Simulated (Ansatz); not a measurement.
ZrTa:
```xyz
4
Lattice="1.4764 -5.7193 0.0000 1.4764 5.7193 0.0000 0.0000 0.0000 4.8928" Properties=species:S:1:pos:R:3 pbc="T T T"
Zr     1.4764    -2.0433     1.2232
Ta     1.4764    -4.9784     1.2232
Zr     1.4764     2.0433     3.6696
Ta     1.4764     4.9784     3.6696
```

Relaxed with r²SCAN.

### Question
Map the electron localisation function on the plane through (0.679, 0.321, 0.250) spanned by u = [1, 1, 0] and v = [1, -1, 0] in lattice vectors, from r²SCAN (plane waves, PAW; program Ansatz).

### Answer
x is the fraction of u, y of v (the angle between them is 90°; rows are the nearest grid lines); atoms in the plane: Zr at (0.00, 0.00), Zr at (0.50, 0.50), Ta at (0.00, 0.26), Ta at (0.50, 0.76).
```
y \ x   0.000  0.0625  0.188  0.250  0.375  0.438  0.562  0.625  0.750  0.812  0.938   1.00
------  -----  ------  -----  -----  -----  -----  -----  -----  -----  -----  -----  -----
1.00    0.023   0.149  0.799  0.766  0.191  0.122  0.122  0.191  0.766  0.799  0.149  0.023
0.925   0.644   0.595  0.264  0.152  0.277  0.445  0.445  0.277  0.152  0.264  0.595  0.644
0.850   0.394   0.367  0.221  0.174  0.202  0.246  0.246  0.202  0.174  0.221  0.367  0.394
0.775   0.397   0.319  0.419  0.689  0.614  0.290  0.290  0.614  0.689  0.419  0.319  0.397
0.700   0.535   0.451  0.180  0.256  0.645  0.725  0.725  0.645  0.256  0.180  0.451  0.535
0.625   0.663   0.633  0.434  0.320  0.197  0.178  0.178  0.197  0.320  0.434  0.633  0.663
0.550   0.155   0.124  0.195  0.468  0.796  0.807  0.807  0.796  0.468  0.195  0.124  0.155
0.450   0.325   0.251  0.194  0.416  0.786  0.814  0.814  0.786  0.416  0.194  0.251  0.325
0.375   0.427   0.416  0.343  0.291  0.220  0.206  0.206  0.220  0.291  0.343  0.416  0.427
0.300   0.673   0.693  0.643  0.429  0.197  0.315  0.315  0.197  0.429  0.643  0.693  0.673
0.225   0.486   0.570  0.713  0.571  0.252  0.378  0.378  0.252  0.571  0.713  0.570  0.486
0.150   0.171   0.169  0.202  0.279  0.549  0.648  0.648  0.549  0.279  0.202  0.169  0.171
0.0750  0.625   0.586  0.287  0.148  0.144  0.239  0.239  0.144  0.148  0.287  0.586  0.625
0.000   0.023   0.149  0.799  0.766  0.191  0.122  0.122  0.191  0.766  0.799  0.149  0.023
```

The density is the valence pseudo-density with augmentation charge, so density and ELF within about 1 Å of a nucleus are not all-electron values.

Space group Cmcm. The start of the workflow was typed in or built on a structure type; neither database checked (COD, Materials Project) lists it. Whether it is the stable phase at ambient conditions was not checked. The cell was relaxed with r²SCAN under the symmetry of its start; its stability against distortions is not shown here. The run is not spin-polarised. Its formation energy is positive at this level, so the cell may be metastable or incomplete. Spin–orbit coupling is left out wherever it is not named.

Potentials: the later of the program's two PAW sets.
